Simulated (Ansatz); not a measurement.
GaAs:
```xyz
4
Lattice="3.9480 0.0000 0.0000 -1.9740 3.4191 0.0000 0.0000 0.0000 6.5104" Properties=species:S:1:pos:R:3 pbc="T T T"
Ga     0.0000     2.2794     0.0004
Ga     1.9740     1.1397     3.2556
As     0.0000     2.2794     2.4345
As     1.9740     1.1397     5.6897
```

Cartesian axes are those of the cell as given.

Q: Give the proper piezoelectric stress tensor with relaxed ions from the program Ansatz at the LDA level (PAW).

A: In C/m², rows x, y, z, Voigt columns; mesh uncertainty up to 0.01.
```
 0.00   0.00   0.00   0.00   0.07   0.00
 0.00   0.00   0.00   0.07   0.00   0.00
 0.06   0.06  -0.29   0.00   0.00   0.00
```

The elastic tensor of the same run (GPa):

```tsv
	1	2	3	4	5	6
1	141	48.2	31.2	0.0	0.0	0.0
2	48.2	141	31.2	0.0	0.0	0.0
3	31.2	31.2	165	0.0	0.0	0.0
4	0.0	0.0	0.0	36.6	0.0	0.0
5	0.0	0.0	0.0	0.0	36.6	0.0
6	0.0	0.0	0.0	0.0	0.0	46.4
```

Q: Convert to strain constants d = e·S.

A: In pC/N:
```
 0.0   0.0   0.0   0.0   2.0   0.0
 0.0   0.0   0.0   2.0   0.0   0.0
 0.7   0.7  -2.0   0.0   0.0   0.0
```

Space group P6_3mc (wurtzite). The workflow started from a Materials Project entry (that database holds measured and hypothetical structures alike); the Crystallography Open Database copy checked does not list it. It is not the phase usual at ambient conditions (space group No. 216). The cell was relaxed with LDA under the symmetry of its start; phonons on a q-mesh show no instability.

Potentials: the later of the program's two PAW sets.
